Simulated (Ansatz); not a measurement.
Ansatz (an electronic-structure program) input:

Ansatz 0.2 input:
```yaml
crystal:
  lattice:
    - [3.8597433106, 0.0, 0.0]
    - [0.0, 3.8597433106, 0.0]
    - [0.0, 0.0, 5.4506838921]
  atoms:
    - { symbol: Al, position: [0.5, 0.5, 0.5] }
    - { symbol: Ga, position: [0.0, 0.0, 0.0] }
    - { symbol: P, position: [0.0, 0.5, 0.2497104216] }
    - { symbol: P, position: [0.5, 0.0, 0.7502895784] }
kpoints:
  mp_grid: { grid: [6, 6, 5] }
basis: { xc_grid: 2 }
hamiltonian:
  xc: pbesol
  pseudopotentials: { kind: paw }
scf:
  occupations: { method: fixed }
output:
  optics: { e_range: [0.0, 15.0], de: 0.05, sigma: 0.1, bands: { spectra_wanted_up_to: 12 eV } }
```

Output (shortened):

```
output.optics: the spectra are integrated over the Brillouin zone by k·p interpolation around the k-points, where levels, occupations, output.optics.sigma and …
Pseudopotential: Al, paw, valence charge 3
Pseudopotential: Ga, paw, valence charge 13
Pseudopotential: P, paw, valence charge 5
Functional definition: PBEsol
Crystal: 4 atoms, lattice volume = 81.202 Å³
Basis set: ecut = 420 eV, 1603 PW (Γ), exchange–correlation on 54×54×80 points (8 copies of the dense FFT grid, shifted against one another)
Bands: 17, of which v1, the nominal top of the filled ones, is band 13 counted from 1 (12 counted from 0)
Symmetry: 8 space group operations
Space group: P-4m2 (ITA 115), of the structure as read, at distance tolerance 4.3e-5 Å
k-points: 30 of 180 (time reversal used)
SCF iter   1: F=—  HF=-5749.777307 eV  |F-HF|=—  |Δ(HF+E_count)|=         —  Δρ=4.11e-3  dr2=2.23e-2  ethr=1.77e-3  ⟨swp⟩=5.0  Hψ=2493  notcnv=0  defer=55
preconditioner: auto → none
SCF iter   2: F=—  HF=-5749.768586 eV  |F-HF|=—  |Δ(HF+E_count)|=   8.72e-3  Δρ=1.31e-3  dr2=1.26e-3  ethr=8.58e-5  ⟨swp⟩=3.2  Hψ=1197  notcnv=0  defer=59
SCF iter   3: F=—  HF=-5749.768460 eV  |F-HF|=—  |Δ(HF+E_count)|=   1.26e-4  Δρ=4.63e-4  dr2=2.07e-4  ethr=4.83e-6  ⟨swp⟩=2.3  Hψ=977  notcnv=0  defer=59
SCF iter   4: F=—  HF=-5749.768457 eV  |F-HF|=—  |Δ(HF+E_count)|=   2.77e-6  Δρ=2.34e-4  dr2=5.94e-5  ethr=7.97e-7  ⟨swp⟩=2.0  Hψ=956  notcnv=0  defer=59
SCF iter   5: F=—  HF=-5749.768450 eV  |F-HF|=—  |Δ(HF+E_count)|=   7.19e-6  Δρ=6.11e-5  dr2=5.02e-6  ethr=2.28e-7  ⟨swp⟩=2.0  Hψ=894  notcnv=0  defer=53
SCF iter   6: F=—  HF=-5749.768451 eV  |F-HF|=—  |Δ(HF+E_count)|=   8.40e-7  Δρ=2.49e-5  dr2=3.81e-7  ethr=1.93e-8  ⟨swp⟩=2.2  Hψ=680  notcnv=0  defer=53
SCF iter   7: F=—  HF=-5749.768450 eV  |F-HF|=—  |Δ(HF+E_count)|=   1.02e-6  Δρ=4.68e-6  dr2=1.33e-8  ethr=1.46e-9  ⟨swp⟩=2.6  Hψ=792  notcnv=0  defer=54
SCF iter   8: F=—  HF=-5749.768450 eV  |F-HF|=—  |Δ(HF+E_count)|=   1.23e-8  Δρ=7.53e-7  dr2=3.35e-10  ethr=5.11e-11  ⟨swp⟩=2.4  Hψ=797  notcnv=0  defer=54
SCF iter   9: F=-5749.768450 eV  HF=-5749.768450 eV  |F-HF|=5.46e-12  |Δ(HF+E_count)|=  4.64e-10  Δρ=1.15e-7  dr2=7.28e-12  ethr=1.00e-12  ⟨swp⟩=6.0  Hψ=2880  notcnv=0
SCF 1 converged in 9 iterations: F = -5749.768450 eV  dr2 = 7.28e-12
NSCF: frozen V_eff on 30 k-points
Optics k sum: 0 of 30 k-points
Optics k sum: 2 of 30 k-points
Optics k sum: 3 of 30 k-points
Optics k sum: 5 of 30 k-points
Optics k sum: 6 of 30 k-points
Optics k sum: 8 of 30 k-points
Optics k sum: 9 of 30 k-points
Optics k sum: 11 of 30 k-points
Optics k sum: 12 of 30 k-points
Optics k sum: 14 of 30 k-points
Optics k sum: 15 of 30 k-points
Optics k sum: 17 of 30 k-points
Optics k sum: 18 of 30 k-points
Optics k sum: 20 of 30 k-points
Optics k sum: 21 of 30 k-points
Optics k sum: 23 of 30 k-points
Optics k sum: 24 of 30 k-points
Optics k sum: 26 of 30 k-points
Optics k sum: 27 of 30 k-points
Optics k sum: 29 of 30 k-points
Optics k sum: 30 of 30 k-points
Optics k sum: 0 of 30 k-points
Optics k sum: 2 of 30 k-points
Optics k sum: 3 of 30 k-points
Optics k sum: 5 of 30 k-points
Optics k sum: 6 of 30 k-points
Optics k sum: 8 of 30 k-points
Optics k sum: 9 of 30 k-points
Optics k sum: 11 of 30 k-points
Optics k sum: 12 of 30 k-points
Optics k sum: 14 of 30 k-points
Optics k sum: 15 of 30 k-points
Optics k sum: 17 of 30 k-points
Optics k sum: 18 of 30 k-points
Optics k sum: 20 of 30 k-points
Optics k sum: 21 of 30 k-points
Optics k sum: 23 of 30 k-points
Optics k sum: 24 of 30 k-points
Optics k sum: 26 of 30 k-points
Optics k sum: 27 of 30 k-points
Optics k sum: 29 of 30 k-points
Optics k sum: 30 of 30 k-points
NSCF: frozen V_eff on 1 k-points
NSCF: frozen V_eff on 1 k-points
NSCF: frozen V_eff on 1 k-points
output.optics: what the bands over the 37 summed would add to eps1, eps2 and the energy-loss function is held between a lower and an upper bound (7 Lanczos …
SCF converged after 9 iterations
Free energy (F): -5749.768450 eV
Harris-Foulkes:  -5749.768450 eV  (|F-HF|=5.46e-12)
Internal energy: -5749.768450 eV  (E = F + TS)
E sigma→0 (E₀):  -5749.768450 eV
Fermi energy:    5.983774 eV
--- Per-component energies (eV) ---
  E_band       = -64.216035
  E_kinetic    = 279.771977
  E_local      = -2585.880717  (includes V_loc(G=0)·N_el)
  E_nonlocal   = 505.184856
  E_hartree    = 1188.185600
  E_xc         = -230.147388
  E_vxc        = -208.942712  (∫ρ·V_xc dr)
  E_paw        = -3512.975010  (= ΣΔE_a)
  E_vpaw       = -430.720478  (= ΣTr[D̂ρ^β])
  E_aug_tail   = -0.000108  (compensation charges beyond the density's cutoff)
  E_ewald      = -1394.881968
  E_core_change = 0.974309  (= ΣΔE_core)
  E_smearing   =  0.000000  (= −TS)
  E_closure    = 0.000000  (closes the sum)
  Σ components = -5749.768450   (vs F -5749.768450, Δ=0.00e0)
  [band-id]    e_kinetic+e_local+e_nonlocal+2·e_hartree+e_vxc+e_vpaw+e_augmentation_tail = -64.215982   (vs E_band -64.216035, Δ=5.34e-5)
--- Band table (eV; the first three rows and the last of 30) ---
  k-point 0: bands = ["-8.4246", "-8.3364", "-8.3364", "-8.2885", "-8.2558", "-6.0456", "-3.3480", "-0.0692", "3.5650", "3.5650", "5.9374", "5.9838", "5.9838", "7.5227", "7.7440", "8.7392", "10.1425"]
  k-point 1: bands = ["-8.4264", "-8.3366", "-8.3366", "-8.2879", "-8.2558", "-5.8896", "-3.8129", "0.5655", "3.7158", "3.7158", "5.0344", "5.6008", "5.6008", "7.5487", "8.3083", "9.4776", "9.7211"]
  k-point 2: bands = ["-8.4291", "-8.3370", "-8.3370", "-8.2869", "-8.2558", "-5.4565", "-4.6157", "1.8509", "3.5682", "4.1428", "4.1428", "4.8716", "4.8716", "7.9831", "8.8129", "9.2733", "10.1948"]
  k-point 29: bands = ["-8.3976", "-8.3976", "-8.3023", "-8.2872", "-8.2621", "-3.2877", "-3.2877", "-0.3990", "0.7720", "2.5443", "2.7704", "2.8793", "2.8793", "9.8409", "9.8409", "10.2457", "10.8659"]
```

Cost: about 30 core-seconds (a rough figure) on shared cores.

The workflow started from a Materials Project entry (that database holds measured and hypothetical structures alike); the Crystallography Open Database copy checked does not list it. With Al and Ga taken as one species the cell has the higher symmetry F-43m, so it may be an ordered model of a mixed-site phase. Whether it is the stable phase at ambient conditions was not checked. Symmetry was held in the PBEsol relaxation; its stability against distortions is not shown here. Scalar-relativistic: spin–orbit coupling is off unless named, which matters more the heavier the elements.

Potentials: the later of the program's two PAW sets.

Ansatz is a plane-wave DFT program.
